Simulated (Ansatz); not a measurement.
KBr (rock salt, Fm-3m), r²SCAN in the plane-wave PAW code Ansatz: ε∞ = 2.44, cell volume 72.16 Å³. Infrared-active transverse modes:

| ω_TO (cm⁻¹) | oscillator strength S_xx (e²/amu) |
|---|---|
| 115.9 | 0.04664 |

Q: Compute the static dielectric constant.

A: Each mode adds (4.921e7/V) S/ω²: 2.37. So ε0 = 4.81.

Q: What LO frequency does the Lyddane–Sachs–Teller relation give?

A: ω_LO = ω_TO √(ε0/ε∞) = 163 cm⁻¹.

The r²SCAN relaxation kept the symmetry of its start; phonons on a q-mesh show no instability. Spin–orbit coupling is left out wherever it is not named.

Potentials: the later of the program's two PAW sets.
